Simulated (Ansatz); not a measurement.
A distorted cell of Cu2O (cuprite type, space group Pn-3m):

```yaml
crystal:
  lattice:
    - [4.27963, 0.00000, 0.00000]
    - [0.00000, 4.27963, 0.00000]
    - [0.00000, 0.00000, 4.22258]
  atoms:
    - { symbol: Cu, position: [0.75000, 0.75000, 0.75000] }
    - { symbol: Cu, position: [0.75000, 0.25000, 0.25000] }
    - { symbol: Cu, position: [0.25000, 0.75000, 0.25000] }
    - { symbol: Cu, position: [0.25000, 0.25000, 0.75000] }
    - { symbol: O, position: [0.00000, 0.00000, 0.00000] }
    - { symbol: O, position: [0.50000, 0.50000, 0.50000] }
```

Level of theory: PBE (plane waves to 420 eV, PAW, scalar-relativistic; Ansatz, a quantum-chemistry and plane-wave program). k mesh 8×8×8 (Γ-centred), Fermi-Dirac smearing 0.05 eV. The energy includes the smearing's −TS. Stress and pressure are positive under compression. Cu2O is run without spin polarisation. Cu2O was relaxed with its symmetry unable to fall. The PAW data are Ansatz's earlier set.

Question: Give the stress tensor in GPa and the pressure.

Answer: 
```
    3.1      0.0      0.0
    0.0      3.1      0.0
    0.0      0.0      3.3
```
The pressure, a third of the trace, is 3.2 GPa.

Question: It is the relaxed cell deformed to V/V₀ = 0.973, (c/a)/(c/a)₀ = 0.987, c along z, fractional positions held. What is its energy relative to the relaxed cell?

Answer: 3.5 meV/atom.

(A scan under strain: stresses follow from slopes of the energy per volume, elastic moduli from its curvatures.)
